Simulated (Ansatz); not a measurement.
LiMgBN2 in space group I-4m2 (No. 119; Li on 2d, Mg on 2c, B on 2b, N on 4e), DFT-PBE in the program Ansatz with PAW potentials. The conduction-band minimum lies at Γ, with 1 equivalent valley. Second derivatives d²E/dk² of the lowest band at one valley (eV·Å²), along Cartesian directions:

```tsv
direction	d²E/dk²
[100]	17.99
[010]	17.99
[001]	11.32
[110]	17.99
[101]	14.65
[011]	14.65
```

Find the principal effective masses, the density-of-states mass and the conductivity mass.

Off-diagonal terms follow from H_xy = H[110] − (H_xx + H_yy)/2, and m*/mₑ = 7.620 eV·Å² over each eigenvalue: 0.42, 0.42, 0.67. One valley's DOS mass (m₁m₂m₃)^(1/3) = 0.49, conductivity mass 3/(Σ 1/mᵢ) = 0.48 mₑ.

What effective density of states Nc follows at 300 K for parabolic valleys?

Nc = 2.509e19 × 1 × (0.49)^(3/2) ≈ 8.6e18 cm⁻³.

The workflow started from a Materials Project entry (that database holds measured and hypothetical structures alike); the Crystallography Open Database copy checked does not list it. With Li and Mg taken as one species the cell has the higher symmetry I4/mmm, so it may be an ordered model of a mixed-site phase. Whether it is the stable phase at ambient conditions was not checked. The cell was relaxed with PBE under the symmetry of its start; whether a distortion lowers the energy is not shown.

Potentials: the later of the program's two PAW sets.

Edges and masses are those of Kohn–Sham bands, whose gap is no quasiparticle gap.
